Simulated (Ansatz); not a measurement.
Stackings of close-packed layers of Be (one atom a layer), each relaxed to a stress under 0.05 GPa; h and k mark layers whose two neighbours have the same or different letters; energies count from the stacking AB (P6_3/mmc).

Theory: DFT r2SCAN, scalar-relativistic, plane waves, PAW in Ansatz.

Cutoff 500 eV, Gaussian smearing of 0.10 eV, energies at zero smearing, symmetry of each start kept, no spin polarisation.

| start | atoms | k mesh | excess energy (meV/atom) | spacing of like layers (Å) | a (Å) |
| --- | --- | --- | --- | --- | --- |
| ABC (kkk) | 3 | 21×21×8 | 83.2 | 1.824 | 2.234 |
| ABAC (khkh) | 4 | 21×21×6 | 31.6 | 1.796 | 2.254 |
| ABCACB (hkkhkk) | 6 | 21×21×4 | 47.3 | 1.803 | 2.248 |
| ABABCBCAC (khhkhhkhh) | 9 | 21×21×3 | 21.1 | 1.792 | 2.256 |
| ABCBCBABC (kkhhhkhkk) | 9 | 21×21×3 | 40.9 | 1.802 | 2.249 |
| ABCACABCABC (kkkhhkkkkkk) | 11 | 21×21×3 | 65.4 | 1.813 | 2.240 |

Zero in every row: gap on the mesh (eV).

Small energy differences in metals hang on the k mesh (about 10 mJ/m² or 1 to 2 meV/atom on the mesh of the relaxation).

Cost: 6 runs of about 6.4 core-minutes in all, on AMD EPYC 7R13 Processor (Zen 3) (shared hosts).